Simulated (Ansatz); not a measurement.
# Stability checks on a candidate for Li7Si

The cell was found from a structure generator's guess, not taken from experiment.

Method: DFT PBE, scalar-relativistic, plane waves, PAW (Ansatz 0.2.0). The final run on the 8-atom cell used 420 eV, a Γ-centred 8×8×8 mesh, 0.10 eV smearing and no spin polarisation.

```
Li Si
1.0
    -3.21134    3.21134    3.21134
     3.21134   -3.21134    3.21134
     3.21134    3.21134   -3.21134
Li Si
7 1
Direct
  0.00000 0.50000 0.50000
  0.50000 0.50000 0.00000
  0.50000 0.00000 0.50000
  0.00000 0.00000 0.50000
  0.00000 0.50000 0.00000
  0.50000 0.00000 0.00000
  0.50000 0.50000 0.50000
  0.00000 0.00000 0.00000
```

Formation energies are uncorrected and refer to the elements' standard structures at the same level.

Question: These tests were run: energy against the elements; elastic tensor. What do they show?

Answer:

```json
{"test": "energy against the elements", "result": "−0.04 eV/atom"}
{"test": "elastic tensor", "result": "least eigenvalue 6 GPa"}
```

It fails none of these tests outright. Whether a mixture of other phases lies lower isn't tested here. Phonons away from Γ weren't computed. Undecided within the accuracy: elastic tensor.

The k mesh leaves some 4 meV/atom of noise in the energy of each metallic cell. The cell is a metal run without spin; a magnetic state may lie lower. The run for the elastic tensor used an 8×8×8 k mesh and Fermi–Dirac smearing of 0.15 eV.
